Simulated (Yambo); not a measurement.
Material: K₂NaRhF₆ (space group Fm-3m, No. 225); a = 6.0243 Å, b = 6.0243 Å, c = 6.0243 Å, α = 60.00°, β = 60.00°, γ = 60.00° (10 atoms in the cell). The geometry is that of Materials Project entry mp-14039, symmetrised and not relaxed again.

With PBEsol (Quantum ESPRESSO, PseudoDojo norm-conserving, 88 Ry, no spin-orbit coupling), the gap between the mesh's edge points (X → X) is 1.738 eV.

Q: Estimate the G0W0 gap between the same points from Yambo (2×2×2 Γ-centred k mesh, bands 6 to 299 and a 8 Ry block in the screening, 299 bands in G with the Bruneval-Gonze terminator, plasmon pole fitted at 27.2 eV).

A: The correction is 3.819 eV, giving 5.557 eV, 3.2 times the PBEsol value.  Nearest settings tried, and what they do to the gap: 119 bands in G: +35 meV; 119 bands in W, 119 bands in G: +111 meV; 7 Ry block (339 vectors against 459): -21 meV. Not varied: mesh. So the settings aren't converged at that level. The k mesh is coarse. Spin-orbit splittings are left out.
